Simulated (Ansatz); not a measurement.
Values for one crystal, relaxed and computed with r²SCAN+D4 (plane waves, PAW; program Ansatz); other levels are named.

* **Volume per atom**: 15.40 Å³
* **Band gap**: 4.22 eV (indirect)
* **Bulk modulus (Birch–Murnaghan fit)**: 47.5 GPa
* **Poisson's ratio**: 0.20
* **Formation energy from the elements (no fitted shifts)**: -1.13 eV/atom
* **Valence-band maximum**: on the Y–Γ line, 91 % of the way from Y (k = 0.000, -0.047, 0.000)
* **Hole effective mass**: 0.38, 1.7, 7.9 mₑ (principal values)

Question: Which of these materials gives this?
(A) Te2Mo, P6_3/mmc (Mo on 2c, Te on 4f)
(B) MoS2, R3m (Mo on 3a, S on 3a, S on 3a)
(C) BeS, Pnma (Be on 4c, S on 4c)
(D) AlN, P4/mmm (Al on 1c, N on 1a)

Answer: C, BeS, Pnma (Be on 4c, S on 4c)

The start of the workflow was typed in or built on a structure type; neither database checked (COD, Materials Project) lists it. COD files the formula under space group No. 216, so this cell is another polymorph or a model. Whether it is the stable phase at ambient conditions was not checked. The cell was relaxed with r²SCAN+D4 under the symmetry of its start; its stability against distortions is not shown here. The volume moved by 24 % from the start of the relaxation. The references are the lowest solids computed at this level, not always the standard phases.

Potentials: the later of the program's two PAW sets.
